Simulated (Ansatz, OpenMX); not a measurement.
Given: the input of a run of OpenMX 3.8.5 on TiAl. 

TiAl.dat

```
System.CurrrentDirectory             ./
System.Name                          TiAl
DATA.PATH                            ./DFT_DATA13
level.of.stdout                      1
level.of.fileout                     1
Species.Number                       3
<Definition.of.Atomic.Species
  Al  Al7.0-s2p2d1           Al_PBE13
  Ti  Ti7.0-s3p2d2           Ti_PBE13
  E   H7.0-s2p1              E
Definition.of.Atomic.Species>

Atoms.Number                         8
Atoms.SpeciesAndCoordinates.Unit     FRAC
<Atoms.SpeciesAndCoordinates
    1  Al    0.5000000000    0.5000000000    0.2982374169   1.500  1.500
    2  Ti    0.0000000000    0.0000000000    0.3789424501   6.000  6.000
    3  Al    0.5000000000    0.5000000000    0.4596474834   1.500  1.500
    4  Ti    0.0000000000    0.0000000000    0.5403525166   6.000  6.000
    5  Al    0.5000000000    0.5000000000    0.6210575499   1.500  1.500
    6  Ti    0.0000000000    0.0000000000    0.7017625831   6.000  6.000
    7  E     0.0000000000    0.0000000000    0.7892455587   0.000  0.000
    8  E     0.5000000000    0.5000000000    0.2107544413   0.000  0.000
Atoms.SpeciesAndCoordinates>

Atoms.UnitVectors.Unit               Ang
<Atoms.UnitVectors
     2.8373000000    0.0000000000    0.0000000000
     0.0000000000    2.8373000000    0.0000000000
     0.0000000000    0.0000000000   25.1477500000
Atoms.UnitVectors>

scf.XcType                           GGA-PBE
scf.SpinPolarization                 off
scf.ElectronicTemperature            580.226
scf.energycutoff                     400.0
scf.maxIter                          100
scf.EigenvalueSolver                 band
scf.Kgrid                            9 9 1
scf.Mixing.Type                      rmm-diisk
scf.Init.Mixing.Weight               0.05
scf.Min.Mixing.Weight                0.001
scf.Max.Mixing.Weight                0.3
scf.Mixing.History                   25
scf.Mixing.StartPulay                8
scf.criterion                        1.0e-8
MD.Type                              nomd
```

Potentials or basis: OpenMX 2013 PBE set, Al7.0-s2p2d1, Ti7.0-s3p2d2, grid cutoff 400 Ry.

Command:

```bash
$ openmx TiAl.dat -nt 1 > TiAl.std
```

Task: Set up the same calculation for Ansatz 0.2.0. Potentials or basis there: Ansatz PAW, cutoff 420 eV.

Result: As run (cutoffs and basis follow the program's own potentials, and thresholds, step limits or extra output files can differ):

Contents of input.yaml:

```yaml
crystal:
  lattice:
    - [2.8373, 0.0, 0.0]
    - [0.0, 2.8373, 0.0]
    - [0.0, 0.0, 25.14775]
  atoms:
    - { symbol: Al, position: [0.5, 0.5, 0.2982374169] }
    - { symbol: Ti, position: [0.0, 0.0, 0.3789424501] }
    - { symbol: Al, position: [0.5, 0.5, 0.4596474834] }
    - { symbol: Ti, position: [0.0, 0.0, 0.5403525166] }
    - { symbol: Al, position: [0.5, 0.5, 0.6210575499] }
    - { symbol: Ti, position: [0.0, 0.0, 0.7017625831] }
hamiltonian:
  xc: pbe
  pseudopotentials: { kind: paw }
kpoints:
  mp_grid: { grid: [9, 9, 1] }
scf:
  occupations: { method: fermi_dirac, width: 0.05 }
output:
  forces: true
  eigenvalues: true
efield:
  axis: 3
  dipole_correction: true
  ramp_width: 0.04
```

Potentials or basis: Ansatz PAW.

Run with:

```console
$ ansatz run input.yaml --threads 4 --pin off --max-ram 11264MiB --backend cpu --events-out ev --progress --plain --runs-dir out
```

Both were run:

|  | OpenMX | Ansatz |
| --- | --- | --- |
| Largest force | 0.397 eV/Å | 0.409 eV/Å |

Where Ansatz's input types no cutoff or centring, it takes its own default and a Γ-centred mesh.
